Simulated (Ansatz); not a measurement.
Level: PBE, no spin polarisation; 420 eV; 7×7×4 Γ-centred mesh; fermi-dirac occupations (width 0.1 eV); Ansatz 0.2.0, fixed geometry.

Computed maps in the lattice plane spanned by b (left to right, 5.10 Å, 15 points from zero) and c (bottom to top, 8.92 Å, 26 points from zero), 90° apart, at height 0.000 along a. The fields are smooth PAW ones with compensation charges, not the true ones near nuclei.

Valence density. Digits on a logarithmic scale: 0 up to 0.03 e/Å³, each further digit a factor of 1.6, 9 from 1.3 e/Å³ up:
```
998642000024689
886531000013568
665320000002356
443210000001234
222100000000122
211000000000011
111000000000011
322100000000122
654200000000245
997310000001379
999521000012599
999522111122599
998432222223489
875433222233457
433333333333333
122334555543322
111235799753211
001247999974210
011247999974211
222246999964222
333334799743333
554433455433445
776543222234567
997643211234679
999643100134699
999743100134799
```

ELF. Ten even steps from '0' (0.00) to '9' (0.97):
```
024552000025542
455652000025655
667631000013676
776420000002467
443200000000234
221100000000112
000000000000000
000000000000000
110000000000001
663000111100036
156001222210065
045102333320154
564124444442146
431145433454113
001454322345410
002542111124520
013321133112331
011211488411211
111112699621111
221111388311112
654210122101245
777521011012577
556752111125765
235663100136653
003563100136530
003563100136530
```

Problem. The cell is TiCoTe. Which atoms lie within 0.2 Å of this plane, and where (fractions of b and c)?

Solution. Ti at (0.00, 0.55), Te at (0.00, 0.01), Co at (0.50, 0.27). The whole cell:
```
Ti Te Co
1.0
     5.29151    0.00000    0.00000
     0.00000    5.09855    0.00000
     0.00000    0.00000    8.92468
Ti Te Co
2 2 2
Direct
  0.00000 0.00000 0.54980
  0.50000 0.50000 0.45020
  0.00000 0.00000 0.01270
  0.50000 0.50000 0.98730
  0.00000 0.50000 0.27250
  0.50000 0.00000 0.72750
```

Origin: a known structure type with other elements, at an estimated volume, so it need not be a known compound. Caveats: no spin polarisation, so a magnetic state may lie lower.
